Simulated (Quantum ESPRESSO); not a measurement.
Sn2Rh3AuMoRu, different elements on one site, starting from this cell

A calculation, not a measurement. The program is pw.x of Quantum ESPRESSO 7.5 (plane-wave density functional theory). The cell is made up: eight metal atoms on a face-centred cubic lattice, with elements, volume, strain and displacements drawn at random and not relaxed, so it may be unstable or far from any real phase. PseudoDojo standard norm-conserving files set the functional (PBE unless stated); there is no spin polarisation or spin-orbit coupling, the Fermi-Dirac width of 0.25 eV means electrons at about 2900 K, and the masses in the input are unused placeholders. The tin pseudopotential is less sure than most, with forces differing by about three percent from a second method on plain tin. Heavy elements are run without spin-orbit coupling, which real alloys of them have. A spin test at this wide smearing found no moment, but such smearing suppresses magnetism that the real alloy may have.

The runs put different elements on site 5. Cell, positions, cutoff, mesh and smearing stay as in the input of run 1; sites are counted in its order. Stress in the tables is positive in tension.

Input of run 1:

```
&control calculation='scf', pseudo_dir='./dojo.nc.sr.pbe.v0_5.standard.upf', outdir='./o', disk_io='minimal', tprnfor=.true., tstress=.true. /
&system ibrav=0, nat=8, ntyp=5, nbnd=80, ecutwfc=87.97787729, nosym=.true., tot_charge=0,
 occupations='smearing', smearing='fd', degauss=0.0183746611
/
&electrons conv_thr=1.470e-08, electron_maxstep=70, mixing_beta=0.5 /
ATOMIC_SPECIES
Au 1.0 Au.upf
Mo 1.0 Mo.upf
Rh 1.0 Rh.upf
Ru 1.0 Ru.upf
Sn 1.0 Sn.upf
CELL_PARAMETERS angstrom
0.0 0.0 -3.9651
-3.9651 0.0 0.0
1.9825 7.9302 1.9825
ATOMIC_POSITIONS angstrom
Sn -0.0366 0.0487 0.0348
Rh -1.9686 1.9688 -0.0081
Rh 0.066 4.041 0.0073
Au -1.9816 5.96 0.0404
Sn -1.9184 -0.0039 -2.0486
Mo 0.0232 1.9425 -2.0811
Ru -2.0118 3.8944 -1.9146
Rh -0.0241 5.9231 -1.9032
K_POINTS automatic
6 6 3 1 1 1
```

```
run  elements on sites 1 to 8  -TS (eV)  pressure (GPa)  stress xx (GPa)  stress yy (GPa)  stress zz (GPa)  stress yz (GPa)  stress xz (GPa)  stress xy (GPa)  iterations
  1   Sn Rh Rh Au Sn Mo Ru Rh    -1.606           14.83           -17.71            -7.71           -19.08             0.86             0.77            -0.41          18
  2   Sn Rh Rh Au Li Mo Ru Rh    -1.674           -2.09             4.50             2.87            -1.11             0.10             0.33            -0.37          14
  3   Sn Rh Rh Au Ta Mo Ru Rh    -1.701            8.94            -7.80            -6.38           -12.63             0.82             0.80             0.25          18
  4   Sn Rh Rh Au Ga Mo Ru Rh    -1.646            3.25            -3.50             0.83            -7.08             0.79             0.54            -0.36          18
  5   Sn Rh Rh Au Au Mo Ru Rh    -1.714            7.90            -7.00            -5.45           -11.26             0.00             0.56            -0.40          17
```

Forces Fx Fy Fz (eV/Å):

| site | run 1 | run 2 | run 3 | run 4 | run 5 |
| --- | --- | --- | --- | --- | --- |
| 1 | 1.18 -0.67 -1.76 | 0.39 -1.12 -0.93 | 1.28 -0.63 -1.95 | 0.70 -0.94 -1.28 | 0.78 -1.08 -1.43 |
| 2 | -0.14 1.98 -0.21 | -0.10 1.04 -0.03 | -0.18 1.49 -0.15 | -0.14 1.25 -0.13 | -0.17 1.77 -0.20 |
| 3 | -0.42 -2.18 0.20 | -0.41 -1.89 0.16 | -0.41 -2.44 0.15 | -0.43 -2.09 0.19 | -0.44 -1.84 0.26 |
| 4 | 0.29 -1.71 0.41 | 0.10 -0.02 0.26 | 0.34 -1.60 0.39 | 0.17 -0.69 0.33 | 0.32 -1.31 0.36 |
| 5 | -1.41 -0.27 1.38 | -0.36 -0.40 0.38 | -1.48 0.42 1.35 | -0.74 -0.03 0.65 | -0.99 0.12 1.26 |
| 6 | 0.15 3.70 1.17 | 0.00 3.68 1.20 | 0.03 2.83 1.29 | 0.04 3.12 1.21 | 0.17 4.16 1.13 |
| 7 | 0.25 -1.29 -0.55 | 0.19 -1.11 -0.52 | 0.27 -0.43 -0.53 | 0.24 -1.22 -0.55 | 0.24 -1.24 -0.52 |
| 8 | 0.11 0.43 -0.64 | 0.18 -0.19 -0.52 | 0.15 0.37 -0.55 | 0.15 0.60 -0.43 | 0.09 -0.59 -0.86 |

Energies are left out, as each element's file has its own zero. A rerun of one cell of this series at a higher cutoff and on a denser mesh moved values by no more than 0.007 eV in energy, 0.05 GPa in stress and 0.010 eV/Å in force, and a second program with other atomic files agreed on that cell to 2 % rms in force and 0.5 GPa in pressure.